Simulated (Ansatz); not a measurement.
The elements of this relaxed trial crystal are hidden behind letters.

```
lattice vectors (Å)
   3.6965    0.0000    0.0000
  -1.8483    3.2013    0.0000
   0.0000    0.0000    6.5718
fractional positions
X 0.0000 0.0000 0.5000
Z 0.3333 0.6667 0.7306
Z 0.6667 0.3333 0.2694
Z 0.0000 0.0000 0.0000
```

Method: DFT PBE, scalar-relativistic, plane waves, PAW in Ansatz. Plane waves to 420 eV, a 12×12×8 mesh through Γ for the 4-atom cell and 0.10 eV Gaussian smearing; no spin polarisation.

| Item | Value |
| --- | --- |
| Space group | P-3m1 (No. 164) |
| Conventional cell | a = 3.697 Å, c = 6.572 Å |
| Volume per atom | 19.44 Å³ |
| Density | 5.40 g/cm³ |
| Energy over the elements | +0.22 eV/atom |
| Gap on the 12×12×8 mesh of the 4-atom cell | 0 eV (a metal) |

Energies are uncorrected and count from the elements' standard states at the same level.

Q: X is a p-block element of period 3 and Z is a p-block element of period 4. Which elements are they?

A: X = Si, Z = As, so the formula is SiAs3. Density times volume gives a mean mass of 5.40 × 19.44/1.6605 = 63.2 u per atom, and this set has 63.2 u. Among the elements that the hints allow, noble gases aside, only these give it. Si is surrounded by 6 As at 2.62 Å; As on a site of symmetry 3m has 3 Si at 2.62 Å and 3 As at 2.77 Å; around As on a site of symmetry -3m lie 6 As at 2.77 Å.

An odd number of electrons in the primitive cell allows no gap without spin; a larger cell or a magnetic state could open one. The cell is a metal run without spin; a magnetic state may lie lower. A structure relaxed within its symmetry needn't be a true minimum. Another cell of SiAs3 relaxed alike, in R-3m, lies 134 meV/atom lower, so this cell isn't the stable form at this level.
